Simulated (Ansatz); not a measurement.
Nb2CS in space group P6_3/mmc (No. 194; Nb on 4f, C on 2a, S on 2d), the program Ansatz at the r²SCAN level (PAW), all energies at zero smearing, with the estimated change up to a 700 eV cutoff added, with one set of potentials and settings (totals compare only within such a set). Cell of 8 atoms (4 Nb, 2 C, 2 S): -20577.045 eV.

| element | reference phase | E (eV/atom) |
|---|---|---|
| Nb | Im-3m, 1 atoms in the cell | -4563.6321 |
| C | P6_3/mmc, 4 atoms in the cell | -251.6711 |
| S | P2/c, 32 atoms in the cell | -905.8156 |

Formation energy per atom, worked out: (-20577.045 − 4×(-4563.6321) − 2×(-251.6711) − 2×(-905.8156))/8 = -0.943 eV/atom (-91 kJ per mol of atoms), at 0 K, without zero-point energy or fitted corrections.

The workflow started from a Materials Project entry (that database holds measured and hypothetical structures alike); the Crystallography Open Database copy checked does not list it. Its standing as an ambient phase is unchecked. The r²SCAN relaxation kept the symmetry of its start; whether a distortion lowers the energy is not shown. The run is not spin-polarised. The references are the lowest solids computed at this level, not always the standard phases.

Potentials: the later of the program's two PAW sets.
